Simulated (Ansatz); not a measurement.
Starting cell, MgB$_{2}$ (space group P6/mmm):

```
CELL_PARAMETERS angstrom
      6.14853     0.00000     0.00000
     -1.53713     2.66239     0.00000
      3.07427     0.00000     3.52750
ATOMIC_POSITIONS crystal
  Mg 0.00000 0.00000 0.00000
  Mg 0.50000 0.00000 0.00000
  B  0.08333 0.33333 0.50000
  B  0.58333 0.33333 0.50000
  B  0.91667 0.66667 0.50000
  B  0.41667 0.66667 0.50000
```

The atoms are displaced by Q × the pattern below (from a DFPT mode at L = (0.5, 0.0, 0.5), largest move 1; Q in Å), at fixed cell. (q is in reciprocal vectors of the primitive cell; the cell shown is doubled to hold the pattern.)

```tsv
atom	x	y	z
B3	0.866	0.500	0.000
B4	-0.866	-0.500	0.000
B5	-0.866	-0.500	0.000
B6	0.866	0.500	0.000
```

Atoms not listed stay in place.

All values below come from PBE (plane waves to 420 eV, PAW, scalar-relativistic; Ansatz, an electronic-structure program). k mesh 17×17×17 (Γ-centred), Fermi-Dirac smearing 0.05 eV. E stands for the smeared free energy. With partly filled bands, energies and forces of such displacements shift with the k mesh and the smearing. MgB2 was relaxed with its symmetry unable to fall. ΔE is measured from the undisplaced structure. The last digit holds for this mesh only.

```csv
Q (Å),ΔE (meV/cell)
-0.2800,3026.1
-0.2333,2197.8
-0.1867,1459.6
-0.1400,846.5
-0.0933,withheld
-0.0467,97.7
0.0000,0.0
0.0467,97.7
0.0933,withheld
0.1400,846.5
0.1867,1459.6
0.2333,2197.8
0.2800,3026.1
```

Question: Fit an even polynomial form (powers 2, 4, 6) to the given rows and predict ΔE at Q = 0.0933.

Answer: Least squares on the 11 given rows: ΔE = (44830)·Q² + (-87670)·Q⁴ + (104100)·Q⁶, in meV/cell with Q in Å; root-mean-square residual 0.60 meV/cell. At 0.0933 the fit gives 383.7 meV/cell; the calculation gives 385.0 meV/cell, so the interpolation is off by -1.3 (-0.3 %). The quadratic term alone would give 390.2 meV/cell.

(For displaced atoms, the force is minus the slope of the energy, and its curvature is a force constant, which sets phonon frequencies.)
